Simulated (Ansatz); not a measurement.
Q: Sc (hcp (Mg type), P6_3/mmc) is relaxed with PBE+D3(BJ) (plane waves, PAW; program Ansatz). What lattice parameters of the conventional cell result?

A: a = 3.268 Å, c = 5.071 Å.

The PBE+D3(BJ) relaxation kept the symmetry of its start. The run is not spin-polarised. The pairwise dispersion correction was not fitted to metals. Axis ratios of metals converge slowly with the k-mesh, so a and c are less sure than the volume.

Potentials: the later of the program's two PAW sets.
